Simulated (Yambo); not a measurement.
**Convergence of the G0W0 gap of RbCl**

G0W0@PBEsol for RbCl (CsCl type, space group Pm-3m, No. 221) in Yambo. Reference settings: 4×4×4 Γ-centred k mesh, 216 bands and a 8 Ry block in the screening, 216 bands in G with the Bruneval-Gonze terminator, plasmon pole fitted at 27.2 eV. The PBEsol gap M → Γ on this mesh is 4.94 eV; G0W0 gaps are taken between the same points.

```csv
change from the reference,G0W0 gap M → Γ (eV),shift of the valence edge (eV),rough Yambo cost
reference settings,7.79,-2.00,1
"76 bands in W, 76 bands in G",7.72,-1.76,about 1/3
"132 bands in W, 132 bands in G",7.76,-1.92,within a factor of two
76 bands in G,7.79,-1.97,–
132 bands in G,7.78,-1.99,–
96 bands in W,7.73,-1.85,about 1/2
2 Ry block,7.37,-1.63,within a factor of two
3 Ry block,7.54,-1.78,within a factor of two
7 Ry block,7.76,-1.97,within a factor of two
no random integration,7.69,-1.80,–
"76 bands in G, no terminator",7.65,-1.55,–
"132 bands in G, no terminator",7.71,-1.78,–
no terminator,7.77,-1.91,–
```

The reference isn't shown to be the converged limit. Costs are rough (shared machines), scaled to the same edge states, and given only for runs that recompute the screening.

Geometry relaxed with PBEsol; primitive cell a = 3.886 Å, b = 3.886 Å, c = 3.886 Å, α = 90.00°, β = 90.00°, γ = 90.00°.

This is not the ordinary phase of the substance.

A shift is the quasiparticle energy of the state minus its PBEsol energy.
